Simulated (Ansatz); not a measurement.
Does this entry for Ga2P3H3O9 lie near equilibrium?

The cell is a COD entry.

Space group P6_3/m (No. 176); a = 7.9138, c = 7.2406 Å, γ = 120.00°.

| site | Wyckoff | site symmetry | x | y | z |
| --- | --- | --- | --- | --- | --- |
| Ga | 4f | 3.. | 0.3333 | 0.6667 | 0.9502 |
| H | 6h | m.. | 0.1870 | 0.1780 | 0.2500 |
| P | 6h | m.. | 0.0450 | 0.6925 | 0.2500 |
| O17 | 12i | 1 | 0.1614 | 0.7329 | 0.0727 |
| O29 | 6h | m.. | 0.8673 | 0.4759 | 0.2500 |

One atom of each set is listed.

All values are calculated (Ansatz; DFT, PBE, plane waves and PAW, scalar-relativistic, 420 eV cutoff, Γ-centred 3×3×3 k-points, Fermi–Dirac smearing 0.02 eV), not measured.

Question: Do the atoms and the cell lie near the calculated equilibrium?

Answer: No. The largest force is 6.2 eV/Å, on atom 15 (P: 1 H at 1.22 Å, 3 O at 1.52–1.58 Å), and the pressure is 10.5 GPa. Such values can come from a cell under pressure, imprecise or misplaced coordinates, missing atoms or a wrong setting of the space group; the run alone doesn't tell which, and gradients calculated on this entry can't be taken for those of the compound at ambient conditions.
